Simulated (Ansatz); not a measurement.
**Moving the dispersion correction in NaLaMnMoO6**

The cell as given:

```cif
data_structure
_symmetry_space_group_name_H-M 'P 1'
_symmetry_Int_Tables_number 1
_cell_length_a 5.4582
_cell_length_b 5.4582
_cell_length_c 5.4846
_cell_angle_alpha 120.068
_cell_angle_beta 120.068
_cell_angle_gamma 60.189
_cell_volume 115.58
loop_
_atom_site_label
_atom_site_type_symbol
_atom_site_fract_x
_atom_site_fract_y
_atom_site_fract_z
_atom_site_occupancy
Na1 Na 0.25021 0.25021 0.74459 1
La1 La 0.75117 0.75117 0.25707 1
Mn1 Mn 0.49918 0.49918 0.49917 1
Mo1 Mo 0.00110 0.00110 0.00114 1
O1 O 0.28503 0.78106 0.28520 1
O2 O 0.78106 0.28503 0.28520 1
O3 O 0.25187 0.25187 0.18775 1
O4 O 0.74777 0.74777 0.81124 1
O5 O 0.21883 0.71407 0.71525 1
O6 O 0.71407 0.21883 0.71525 1
```

The cell comes from a database or a generator and needn't be the stable form of this composition.

Kept alike: task relaxation of cell and atoms; functional PBE; k mesh 5 × 5 × 5; occupations fermi-dirac, width 0.05 eV; collinear spin, ferromagnetic start. Program: Ansatz, Ansatz PAW, cutoff 420 eV. The mesh is that of the run's cell of 10 atoms. No spin-orbit coupling.

| dispersion correction | volume (Å³/atom) | first edge of the run's cell (Å) | third edge of the run's cell (Å) | largest site moment (μB) |
| --- | --- | --- | --- | --- |
| D3(BJ) | 11.441 | 5.438 | 5.474 | 2.46 |
| D3(BJ)-ATM | 11.490 | 5.446 | 5.482 | 2.50 |
| D4 | 11.459 | 5.441 | 5.476 | 2.49 |

For a metal such a mesh leaves the last digits unconverged. Relaxations stop with a little pressure left, so the last digits of a volume or edge aren't settled. Ansatz's relaxations hold a Pulay term in the stress (up to 0.6 GPa here). The runs hold the magnetic state that their start led to, which needn't be the lowest. Site moments count inside each atom's sphere or projector.

The volume runs from 11.441 (D3(BJ)) to 11.490 Å³/atom (D3(BJ)-ATM). The first edge of the run's cell runs from 5.438 (D3(BJ)) to 5.446 Å (D3(BJ)-ATM). The third edge of the run's cell runs from 5.474 (D3(BJ)) to 5.482 Å (D3(BJ)-ATM). The largest site moment runs from 2.46 (D3(BJ)) to 2.50 μB (D3(BJ)-ATM).
